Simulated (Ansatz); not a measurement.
**YAs, first-principles data**

YAs:
```
YAs
1.0
    0.00000     2.84823     2.84823
    2.84823     0.00000     2.84823
    2.84823     2.84823     0.00000
Y As
1 1
Direct
  0.00000   0.00000   0.00000
  0.50000   0.50000   0.50000
```

Space group Fm-3m (No. 225), rock salt; conventional cell a = 5.696 Å, b = 5.696 Å, c = 5.696 Å, α = 90.00°, β = 90.00°, γ = 90.00°.

Method: plane-wave PAW LDA (Ansatz code). The cell and atoms are relaxed at this level. Other levels are named where they apply.

### Cell and energy

| Quantity | Result |
|---|---|
| Volume per atom | 23.11 Å³ |
| Density | 5.89 g/cm³ |
| Formation energy from the elements (no fitted shifts) | -1.63 eV/atom |

### Electronic structure

| Item | Result |
|---|---|
| Electronic character | metallic (no gap) |
| Density of states at the Fermi level | 0.11 states/eV per atom (mean over ±0.08 eV) |

### Mechanics

| Quantity | Result |
|---|---|
| Bulk modulus (Birch–Murnaghan fit) | 87.9 GPa |
| Pressure derivative B′ | 4.1 |
| Elastic constants (relaxed ions, GPa) | C11 = 214, C12 = 24.7, C44 = 40.2 |
| Mechanical stability | stable (all eigenvalues of C positive) |
| Hill bulk and shear moduli | 88.0 and 57.2 GPa |
| Young's modulus | 141 GPa |
| Poisson's ratio | 0.23 |
| Debye temperature from the elastic constants | 361 K |

### Phonons

| Property | Result |
|---|---|
| Highest zone-centre frequency | 195 cm^-1 |
| Zone-centre stability | no imaginary mode at Γ |

The workflow started from a Materials Project entry (that database holds measured and hypothetical structures alike); the Crystallography Open Database files this formula in space group No. 225, but the cells were not matched. Whether it is the stable phase at ambient conditions was not checked. The LDA relaxation kept the symmetry of its start. The run is not spin-polarised. As this level gives no gap, shear constants depend on the k-mesh and smearing (Fermi–Dirac, 0.1 eV here). As this level gives no gap, phonon frequencies hold no LO–TO term and depend on the k-mesh and smearing (Fermi–Dirac, 0.1 eV here). The references are the lowest solids computed at this level, not always the standard phases. Spin–orbit coupling is left out wherever it is not named.

Potentials: the later of the program's two PAW sets.
